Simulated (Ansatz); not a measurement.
**TePt (R-3m): lattice vibrations**

```yaml
crystal:
  lattice:
    - [1.97976, 1.14302, 6.62789]
    - [-1.97976, 1.14302, 6.62789]
    - [0.00000, -2.28603, 6.62789]
  atoms:
    - { symbol: Te, position: [0.59857, 0.59857, 0.59857] }
    - { symbol: Te, position: [0.40143, 0.40143, 0.40143] }
    - { symbol: Pt, position: [0.86989, 0.86989, 0.86989] }
    - { symbol: Pt, position: [0.13011, 0.13011, 0.13011] }
```

Level of theory, where no other is named: PBEsol, PAW on Ansatz 0.2.0's default frozen-core files (fitted under PBE), scalar-relativistic. k mesh 10×10×10, Fermi-Dirac smearing of 0.080 eV, cutoff 420 eV. The cell was relaxed by PAW under this functional.

Atoms are displaced by 0.0025 Å in the primitive cell, which gives the zone-centre modes alone. Negative values stand for unstable modes.

Question: Is the structure dynamically stable at these wave vectors?

Answer: Yes, no mode is unstable there; wave vectors off this mesh aren't tested.

Question: How do the optical zone-centre modes decompose, and which are active?

Answer: Point group -3m: Γ_opt = 2Eg + 2A1g + A2u + Eu.

```tsv
label	THz	activity	mostly
Eg	2.67	Raman	Te (65 %)
A1g	3.51	Raman	Pt (51 %)
A2u	4.52	IR	Te (60 %)
Eu	4.75	IR	Te (60 %)
A1g	5.06	Raman	Te (51 %)
Eg	5.34	Raman	Pt (65 %)
```

In a metal the activity is that of symmetry alone; free carriers screen the infrared modes.

Question: The cell is scaled evenly to 88.190 and 91.789 Å³ (from 89.989), with free atoms relaxed and the shape held, so these aren't the values under hydrostatic pressure. What are the mode Grüneisen parameters γ = −d ln ω/d ln V?

Answer: For the highest mode, 181.6 cm⁻¹ in the small cell and 175.0 in the large one give γ ≈ 0.93. From the change of the dynamical matrix on each mode:

```tsv
point	cm⁻¹	γ
Gamma	88.9	1.30
Gamma	117.1	1.22
Gamma	150.8	1.17
Gamma	158.4	0.88
Gamma	168.9	0.92
Gamma	178.3	0.92
```

Known limits: frozen-core PAW files fitted under PBE, their cores solved anew for the functional of the run; responses of metals move with mesh and smearing; no spin-orbit coupling on heavy atoms; no dispersion correction, so the spacing and stiffness between layers or molecules are poor; zone-boundary modes aren't tested.
